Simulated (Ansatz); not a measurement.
A relaxation computed with Ansatz, from input to last step.

```yaml
crystal:
  lattice:
    - [5.3191375837, 0.0, 0.0]
    - [0.0, 5.3191375837, 0.0]
    - [0.0, 0.0, 5.3191375837]
  atoms:
    - { symbol: Nb, position: [0.25, 0.0, 0.5] }
    - { symbol: Nb, position: [0.5, 0.75, 0.0] }
    - { symbol: Nb, position: [0.75, 0.0, 0.5] }
    - { symbol: Nb, position: [0.5, 0.25, 0.0] }
    - { symbol: Nb, position: [0.0, 0.5, 0.75] }
    - { symbol: Nb, position: [0.0, 0.5, 0.25] }
    - { symbol: Sn, position: [0.0, 0.0, 0.0] }
    - { symbol: Sn, position: [0.5, 0.5, 0.5] }
basis:
  ecutwfc: 420
kpoints:
  mp_grid: { grid: [8, 8, 8] }
hamiltonian:
  xc: pbesol
scf:
  occupations: { method: gaussian, width: 0.1 }
output:
  forces: true
  stress: true
  eigenvalues: true
relax:
  adjacent_minimum: "off"
  f_tol: 0.005
  max_steps: 50
  cell: { stress_tol: 0.05 }
```

```bash
ansatz run input.yaml --threads 2 --pin off --max-ram 5120MiB --backend cpu --events-out ev --progress --plain --runs-dir out
```

Level of theory: DFT PBEsol, scalar-relativistic, plane waves, PAW in Ansatz 0.2.0.

Of 5 frames 5 are shown, positions in Å and forces in eV/Å; the SCF threshold varies from step to step. Steps run on the plane waves of an earlier cell, with a Pulay correction in the pressure. The basis is chosen afresh for the last frame, the zero of the energies, and at times for earlier ones too; energy and pressure step there, also at an unchanged geometry. The mark taken_back stands on steps that the optimiser undid.

```xyz
8
Lattice="5.3191 0.0000 0.0000 0.0000 5.3191 0.0000 0.0000 0.0000 5.3191" Properties=species:S:1:pos:R:3:forces:R:3 pbc="T T T" step=1 free_energy_over_end_meV_per_atom=11.49 pressure_GPa=-5.63
Nb    1.3298    0.0000    2.6596    0.0000    0.0000    0.0000
Nb    2.6596    3.9894    0.0000    0.0000    0.0000    0.0000
Nb    3.9894    0.0000    2.6596    0.0000    0.0000    0.0000
Nb    2.6596    1.3298    0.0000    0.0000    0.0000    0.0000
Nb    0.0000    2.6596    3.9894    0.0000    0.0000    0.0000
Nb    0.0000    2.6596    1.3298    0.0000    0.0000    0.0000
Sn    0.0000    0.0000    0.0000    0.0000    0.0000    0.0000
Sn    2.6596    2.6596    2.6596    0.0000    0.0000    0.0000
8
Lattice="5.0750 0.0000 0.0000 0.0000 5.0750 0.0000 0.0000 0.0000 5.0750" Properties=species:S:1:pos:R:3:forces:R:3 pbc="T T T" step=2 free_energy_over_end_meV_per_atom=122.03 pressure_GPa=23.43 taken_back
Nb    1.2687    0.0000    2.5375    0.0000    0.0000    0.0000
Nb    2.5375    3.8062    0.0000    0.0000    0.0000    0.0000
Nb    3.8062    0.0000    2.5375    0.0000    0.0000    0.0000
Nb    2.5375    1.2687    0.0000    0.0000    0.0000    0.0000
Nb    0.0000    2.5375    3.8062    0.0000    0.0000    0.0000
Nb    0.0000    2.5375    1.2687    0.0000    0.0000    0.0000
Sn    0.0000    0.0000    0.0000    0.0000    0.0000    0.0000
Sn    2.5375    2.5375    2.5375    0.0000    0.0000    0.0000
8
Lattice="5.2682 0.0000 0.0000 0.0000 5.2682 0.0000 0.0000 0.0000 5.2682" Properties=species:S:1:pos:R:3:forces:R:3 pbc="T T T" step=3 free_energy_over_end_meV_per_atom=0.16 pressure_GPa=-0.95
Nb    1.3170    0.0000    2.6341    0.0000    0.0000    0.0000
Nb    2.6341    3.9511    0.0000    0.0000    0.0000    0.0000
Nb    3.9511    0.0000    2.6341    0.0000    0.0000    0.0000
Nb    2.6341    1.3170    0.0000    0.0000    0.0000    0.0000
Nb    0.0000    2.6341    3.9511    0.0000    0.0000    0.0000
Nb    0.0000    2.6341    1.3170    0.0000    0.0000    0.0000
Sn    0.0000    0.0000    0.0000    0.0000    0.0000    0.0000
Sn    2.6341    2.6341    2.6341    0.0000    0.0000    0.0000
8
Lattice="5.2588 0.0000 0.0000 0.0000 5.2588 0.0000 0.0000 0.0000 5.2588" Properties=species:S:1:pos:R:3:forces:R:3 pbc="T T T" step=4 free_energy_over_end_meV_per_atom=-0.16 pressure_GPa=-0.02
Nb    1.3147    0.0000    2.6294    0.0000    0.0000    0.0000
Nb    2.6294    3.9441    0.0000    0.0000    0.0000    0.0000
Nb    3.9441    0.0000    2.6294    0.0000    0.0000    0.0000
Nb    2.6294    1.3147    0.0000    0.0000    0.0000    0.0000
Nb    0.0000    2.6294    3.9441    0.0000    0.0000    0.0000
Nb    0.0000    2.6294    1.3147    0.0000    0.0000    0.0000
Sn    0.0000    0.0000    0.0000    0.0000    0.0000    0.0000
Sn    2.6294    2.6294    2.6294    0.0000    0.0000    0.0000
8
Lattice="5.2588 0.0000 0.0000 0.0000 5.2588 0.0000 0.0000 0.0000 5.2588" Properties=species:S:1:pos:R:3:forces:R:3 pbc="T T T" step=5 free_energy_over_end_meV_per_atom=0.00 pressure_GPa=-0.03
Nb    1.3147    0.0000    2.6294    0.0000    0.0000    0.0000
Nb    2.6294    3.9441    0.0000    0.0000    0.0000    0.0000
Nb    3.9441    0.0000    2.6294    0.0000    0.0000    0.0000
Nb    2.6294    1.3147    0.0000    0.0000    0.0000    0.0000
Nb    0.0000    2.6294    3.9441    0.0000    0.0000    0.0000
Nb    0.0000    2.6294    1.3147    0.0000    0.0000    0.0000
Sn    0.0000    0.0000    0.0000    0.0000    0.0000    0.0000
Sn    2.6294    2.6294    2.6294    0.0000    0.0000    0.0000
```

Time: 53 s on 2 threads of Arm Neoverse V1 (shared host), peak memory 0.6 GiB.